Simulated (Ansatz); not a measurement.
TiO2 (anatase, I4_1/amd) at seven volumes, PBE (plane waves, PAW; program Ansatz), shape and atoms relaxed at each. One row is withheld.

```json
[
 {"V (Å³/atom)": "10.617", "P (GPa)": "18.05"},
 {"V (Å³/atom)": "10.967", "P (GPa)": "?"},
 {"V (Å³/atom)": "11.317", "P (GPa)": "5.51"},
 {"V (Å³/atom)": "11.667", "P (GPa)": "0.00"},
 {"V (Å³/atom)": "12.017", "P (GPa)": "-4.92"},
 {"V (Å³/atom)": "12.367", "P (GPa)": "-9.29"},
 {"V (Å³/atom)": "12.717", "P (GPa)": "-13.09"}
]
```

### Question
Fit the shown pressures and predict the withheld one.

### Answer
Third-order Birch–Murnaghan: P = (3/2)B₀(x^(7/2) − x^(5/2))[1 + (3/4)(B′ − 4)(x − 1)] with x = (V₀/V)^(2/3). Least squares on the six rows gives V₀ = 11.668 Å³/atom, B₀ = 170.9 GPa, B′ = 2.52. At V = 10.967, x = 1.0422 and P = 11.43 GPa. The run itself gave 11.50 GPa.

The PBE relaxation kept the symmetry of its start. The run is not spin-polarised.

Potentials: the earlier of the program's two PAW sets.
